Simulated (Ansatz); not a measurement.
V2O5 in space group Pnma (No. 62; Pearson symbol oP28), the program Ansatz at the PBEsol level (PAW). The conduction-band minimum lies at Γ, with 1 equivalent valley. Second derivatives d²E/dk² of the lowest band at one valley (eV·Å²), along Cartesian directions:

```csv
direction,d²E/dk²
[100],2.840
[010],5.045
[001],0.2677
[110],3.941
[101],1.553
[011],2.657
```

### Question
Find the principal effective masses, the density-of-states mass and the conductivity mass.

### Answer
Off-diagonal terms follow from H_xy = H[110] − (H_xx + H_yy)/2, and m*/mₑ = 7.620 eV·Å² over each eigenvalue: 1.5, 2.7, 28. One valley's DOS mass (m₁m₂m₃)^(1/3) = 4.9, conductivity mass 3/(Σ 1/mᵢ) = 2.8 mₑ.

### Question
What effective density of states Nc follows at 300 K for parabolic valleys?

### Answer
Nc = 2.509e19 × 1 × (4.9)^(3/2) ≈ 2.7e20 cm⁻³.

The workflow started from a Materials Project entry (that database holds measured and hypothetical structures alike); the Crystallography Open Database copy checked does not list it. COD files the formula under space group No. 31, 59. Its standing as an ambient phase is unchecked. The cell was relaxed with PBEsol under the symmetry of its start; its stability against distortions is not shown here. The run is not spin-polarised. No Hubbard U is applied.

Potentials: the later of the program's two PAW sets.

Edges and masses are those of Kohn–Sham bands, whose gap is no quasiparticle gap.
